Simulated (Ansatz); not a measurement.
# A vibration from a frozen displacement in TiH

Level of theory: Ansatz 0.2.0, DFT r2SCAN, scalar-relativistic, plane waves, PAW. Settings: plane waves to 500 eV, k-mesh 20×20×20 (Γ-centred), Gaussian smearing 0.15 eV. No spin polarisation. Energies are free energies at this smearing, counted from the undisturbed cell; pressure is positive in compression.

Reference structure (as given, not relaxed at this level; it stands at -0.6 GPa, and it needn't be the usual structure):

```
Ti H
1.0
     0.00000    2.08970    2.08970
     2.08970    0.00000    2.08970
     2.08970    2.08970    0.00000
Ti H
1 1
Direct
  0.00000 0.00000 0.00000
  0.50000 0.50000 0.50000
```

Every Ti atom is moved by x along the Cartesian unit vector (0.000, 0.000, 1.000); the cell and all other atoms stay fixed. The cell's volume is 18.25 Å³; the moved atoms weigh 47.867 u together and the others 1.008 u.

| x (Å) | ΔE (meV/cell) | total force on the moved atoms along the move (eV/Å) | pressure (GPa) |
| --- | --- | --- | --- |
| -0.1000 | 16.48 | 0.3373 | -0.2094 |
| -0.0500 | 4.05 | 0.1629 | -0.4924 |
| 0.0000 | 0.00 | 0.0000 | -0.5858 |
| 0.0750 | 9.18 | -0.2480 | -0.3750 |

Question: What frequency belongs to this motion?

Answer: The force constant is k = −dF/dx = 3.277 eV/Å², from the parabola through x = -0.0500, 0 and 0.0750. In every cell the moved atoms swing against the rest, so the mass is μ = m₁m₂/(m₁ + m₂) = 0.987 u, and ν̃ = 521.5 cm⁻¹ × √(|k|/μ) = 950 cm⁻¹. To first order in x, and within 1 %, the force on every atom lies along the move and, within each of the two groups, in proportion to the atom's mass, so this is itself a mode at the zone centre of this cell.

Question: How far does the harmonic law reach?

Answer: At x = -0.100 Å, kx²/2 = 16.39 meV against the computed 16.48 meV (+0.6 %): the well is still close to harmonic there.

In a metal these slopes depend on the k mesh and the smearing.